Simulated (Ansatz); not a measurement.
**Collinear states of CoSn₃**

All numbers below come from Ansatz 0.2.0, DFT r2SCAN, scalar-relativistic, plane waves, PAW.

```
Sn Co
1.0
     4.49228    0.00000    0.00000
     0.00000    4.49228    0.00000
     0.00000    0.00000    4.49228
Sn Co
3 1
Direct
  0.00000 0.50000 0.50000
  0.50000 0.00000 0.50000
  0.50000 0.50000 0.00000
  0.00000 0.00000 0.00000
```

| Property | Result |
| --- | --- |
| plane-wave cutoff | 500 eV |
| Γ-centred k-mesh | 10×10×10 |
| occupation rule | Gaussian smearing, 0.1 eV |
| list of starting moments (μB, in atom order) | 0 0 0 2 |
| check for lower electronic states after the SCF | off |

All runs keep this geometry, which stands near equilibrium for the lowest state (largest force there 0.000 eV/Å, pressure -0.2 GPa) and needn't be a stable compound; relaxing each order would shift the differences by some 7 meV/atom, going by the pressures and a bulk modulus of about 150 GPa. A propagation vector, in units of the reciprocal vectors, doubles the cell, which takes an equally dense mesh. r2SCAN tends to overstate moments in metals, so a weak moment here may be absent in the real material. Site moments are spin moments in atom-centred spheres that scale with the neighbour distance. The states are those that the runs reached from these starts; a lower one can exist.

**Question.** Order the starts by the energy of the state that they reach, lowest first.
A. no spin
B. ferromagnetic
C. antiferromagnetic, doubled cell, propagation vector (0, 0, 1/2)

**Answer.** C (0.00 meV/atom), B (16.3 meV/atom), A (162 meV/atom).

```tsv
start	ends	energy above lowest (meV/atom)	site moments (μB)	gap on mesh (eV)	P (GPa)
no spin	non-magnetic	162	none over 0.05	metal	-3.7
ferromagnetic	ferromagnetic	16.3	Co +2.05	metal	0.0
antiferromagnetic, doubled cell, propagation vector (0, 0, 1/2)	antiferromagnetic	0.00	Co +2.07, Co -2.07	metal	-0.2
```

Cost: 3 runs of about 6.1 core-minutes in all, on Intel Xeon Platinum 8375C (Ice Lake) (shared hosts).